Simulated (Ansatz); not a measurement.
Input:

SrP$_{2}$Pd$_{2}$:
```cif
data_P2Pd2Sr
_chemical_formula_sum 'P2 Pd2 Sr1'
_space_group_name_H-M_alt 'P 1'
_space_group_IT_number 1
_cell_length_a 5.69004
_cell_length_b 5.69004
_cell_length_c 5.69004
_cell_angle_alpha 136.682
_cell_angle_beta 136.682
_cell_angle_gamma 62.927
loop_
_space_group_symop_operation_xyz
  'x, y, z'
loop_
_atom_site_label
_atom_site_type_symbol
_atom_site_fract_x
_atom_site_fract_y
_atom_site_fract_z
_atom_site_occupancy
P1 P 0.38476 0.38476 0.00000 1
P2 P 0.61524 0.61524 0.00000 1
Pd1 Pd 0.75000 0.25000 0.50000 1
Pd2 Pd 0.25000 0.75000 0.50000 1
Sr1 Sr 0.00000 0.00000 0.00000 1
```

This is the PBEsol-relaxed structure.

**Question.** All from plane-wave PAW PBEsol (Ansatz code), unless another level is named. Give the electronic character.

**Answer.** metallic (no gap).

**Question.** Predict the formation energy from the elements (no fitted shifts).

**Answer.** -0.90 eV/atom.

**Question.** What about the density of states at the Fermi level?

**Answer.** 0.37 states/eV per atom (mean over ±0.08 eV).

Space group I4/mmm. The workflow started from an entry of the Crystallography Open Database (COD). Whether it is the stable phase at ambient conditions was not checked. The PBEsol relaxation kept the symmetry of its start; its stability against distortions is not shown here. The run is not spin-polarised. The references are the lowest solids computed at this level, not always the standard phases. Scalar-relativistic: spin–orbit coupling is off unless named, which matters more the heavier the elements.

Potentials: the later of the program's two PAW sets.
